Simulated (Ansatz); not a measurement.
CsCaF$_{3}$ under pressure: fit and missing row

CsCaF$_{3}$, Pm-3m, a = 4.494 Å. The structure is a Materials Project entry; whether it is the stable form wasn't checked. Ansatz: PBEsol, PAW, 420 eV, Γ-centred 6×6×6 mesh on 5 atoms, Gaussian smearing 0.02 eV; no spin polarisation. Cell and atoms are relaxed at each pressure, and no other structure is tried, so the rows at high pressure may lie past a change of phase.

| V (Å³/atom) | P (GPa) |
| --- | --- |
| 12.985 | 40.00 |
| 14.557 | 19.97 |
| ? | 10.03 |
| 16.787 | 5.00 |
| 17.547 | 1.94 |
| 18.149 | -0.01 |
| 18.910 | -1.98 |

Q: Take V0 = 18.149 Å³/atom, count pressures from its P0 = -0.01 GPa, fit the third-order Birch–Murnaghan form to the other rows, and predict the missing volume.

A: With the Eulerian strain f = ½[(V0/V)^(2/3) − 1] and y = (P − P0)/[3f(1 + 2f)^(5/2)], the form is the line y = B0 + 1.5 B0 (B0′ − 4) f. Rows (f, y): 0.12504, 61.0; 0.07919, 58.2; 0.02669, 54.9; 0.01137, 54.0; -0.01351, 52.1. Means f = 0.04576, y = 56.040; Σ(Δf)² = 0.01246, ΣΔfΔy = 0.7909; the slope is their ratio. y = 53.14 + 63.46 f GPa, so B0 = 53.1 GPa and B0′ = 4 + 2 × (63.46)/(3 × 53.14) = 4.80. P = 10.03 GPa is met at f = 0.04750 (y = 56.15), so V = V0 (1 + 2f)^(−3/2) = 15.839 Å³/atom. The run gave 15.840 Å³/atom, so the fit is 0.001 Å³/atom too low, within the rms miss on the fitted rows (0.002 Å³/atom).

Symmetry holds off the tilts and polar distortions that many cubic perovskites undergo.

Cost: 7 runs of about 1 core-minutes in all, on Intel Xeon 6975P-C (Granite Rapids) (shared hosts).